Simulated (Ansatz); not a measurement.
Given:

ZnS (zinc blende, F-43m), a = b = c = 5.389 Å, α = β = γ = 90.00°; the cell used has 2 atoms.

This is the r²SCAN-relaxed structure.

All from plane-wave PAW r²SCAN (Ansatz code), unless another level is named. Give the HSE06 gap on the r²SCAN cell.

3.37 eV.

And the hole effective mass, band 3 of 3 at the edge?

0.21 along [100], 0.17 along [110], 0.16 along [111] (mₑ).

And the hole effective mass, band 2 of 3 at the edge?

0.68 along [100], 0.68 along [110], 1.5 along [111] (mₑ).

Predict the valence-band maximum.

at Γ.

The r²SCAN relaxation kept the symmetry of its start; phonons on a q-mesh show no instability.

Potentials: the later of the program's two PAW sets.
